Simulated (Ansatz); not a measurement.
One crystal and one scan (frozen-phonon scan) at two levels, PBE (plane waves to 420 eV, PAW, scalar-relativistic; Ansatz, a program for electronic structure) and r2SCAN (plane waves to 500 eV, PAW, scalar-relativistic; Ansatz), each from its own relaxed cell and on its own mesh. The cell shown is that of PBE.

TiAl (CuAu type, space group P4/mmm)

```yaml
crystal:
  lattice:
    - [5.64852, 0.00000, 0.00000]
    - [0.00000, 2.82426, 0.00000]
    - [0.00000, 0.00000, 4.07079]
  atoms:
    - { symbol: Al, position: [0.25000, 0.50000, 0.50000] }
    - { symbol: Al, position: [0.75000, 0.50000, 0.50000] }
    - { symbol: Ti, position: [0.00000, 0.00000, 0.00000] }
    - { symbol: Ti, position: [0.50000, 0.00000, 0.00000] }
```

The atoms are displaced by Q × the pattern below (from a DFPT mode at X = (0.5, 0.0, 0.0), largest move 1; Q in Å), at fixed cell. (q is in reciprocal vectors of the primitive cell; the cell shown is doubled to hold the pattern.)

```
atom       x      y      z
----  ------  -----  -----
Ti3    1.000  0.000  0.000
Ti4   -1.000  0.000  0.000
```

Atoms not listed stay in place.

TiAl is run without spin polarisation. TiAl was relaxed with its symmetry unable to fall. (PBE) Left out: 4 of 13 points, with atoms too close for the PAW data. (r2SCAN) Left out: 4 of 13 points, with atoms too close for the PAW data. With partly filled bands, energies and forces of such displacements shift with the k mesh and the smearing. Percentages come from the unrounded values.

Results of PBE:

- Lattice constant a (Å) = 2.824
- Lattice constant c (Å) = 4.071
- Relaxed volume (Å³/atom) = 16.24
- Harmonic wavenumber from the curvature (finite differences) (cm⁻¹ (negative: imaginary)) = 266
- Shape of the curve = a single well with its minimum at or next to zero displacement

Q: Estimate the r2SCAN values.

A: 
| quantity | r2SCAN | PBE − r2SCAN |
|---|---|---|
| Lattice constant a (Å) | 2.813 | +0.011 (+0.4 %) |
| Lattice constant c (Å) | 4.058 | +0.013 (+0.3 %) |
| Relaxed volume (Å³/atom) | 16.06 | +0.18 (+1.1 %) |
| Harmonic wavenumber from the curvature (finite differences) (cm⁻¹ (negative: imaginary)) | 279 | -13 (-5 %) |

PBE gives the higher value for: lattice constant a; lattice constant c; relaxed volume. PBE gives the lower value for: harmonic wavenumber from the curvature. Both give the same shape of the curve: a single well with its minimum at or next to zero displacement. Neither level is exact: the differences show how much the result hangs on the functional.

(For displaced atoms, the force is minus the slope of the energy, and its curvature is a force constant, which sets phonon frequencies.)
